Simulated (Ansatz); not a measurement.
Cs2YAgCl6:
```yaml
crystal:
  lattice:
    - [0.00000, 5.28653, 5.28653]
    - [5.28653, 0.00000, 5.28653]
    - [5.28653, 5.28653, 0.00000]
  atoms:
    - { symbol: Cs, position: [0.75000, 0.75000, 0.75000] }
    - { symbol: Cs, position: [0.25000, 0.25000, 0.25000] }
    - { symbol: Y, position: [0.50000, 0.50000, 0.50000] }
    - { symbol: Ag, position: [0.00000, 0.00000, 0.00000] }
    - { symbol: Cl, position: [0.74653, 0.25347, 0.25347] }
    - { symbol: Cl, position: [0.25347, 0.74653, 0.74653] }
    - { symbol: Cl, position: [0.25347, 0.74653, 0.25347] }
    - { symbol: Cl, position: [0.74653, 0.25347, 0.74653] }
    - { symbol: Cl, position: [0.25347, 0.25347, 0.74653] }
    - { symbol: Cl, position: [0.74653, 0.74653, 0.25347] }
```

Relaxed with PBEsol. Special points in fractions of this cell's reciprocal vectors: Γ (0.000, 0.000, 0.000); X (0.500, 0.000, 0.500); U (0.625, 0.250, 0.625); K (0.375, 0.375, 0.750); L (0.500, 0.500, 0.500); W (0.500, 0.250, 0.750).

**Question.** List the band energies nearest the valence-band maximum at these points for plane-wave PAW PBEsol (Ansatz code).

**Answer.** In eV from the valence-band maximum; about four levels below and three above (degenerate sets whole), none deeper than 8.9 eV; points with the same levels are listed once.

```csv
k,below,above
Γ,-1.13 -1.13 -1.13 -0.51 -0.51,3.69 4.00 4.00 4.00
X,-0.96 -0.96 -0.63 -0.51,3.79 4.10 4.46 4.46
U,-1.00 -0.99 -0.50 -0.24,4.05 4.17 4.36
L,-1.16 -1.16 0.00 0.00,4.04 4.14 4.14
W,-1.10 -1.10 -0.96 -0.60 -0.19,4.15 4.22 4.22
```

Space group Fm-3m. The workflow started from a Materials Project entry (that database holds measured and hypothetical structures alike); the Crystallography Open Database copy checked does not list it. Whether it is the stable phase at ambient conditions was not checked. The cell was relaxed with PBEsol under the symmetry of its start; its stability against distortions is not shown here. The run is not spin-polarised. Spin–orbit coupling is left out wherever it is not named.

Potentials: the later of the program's two PAW sets.
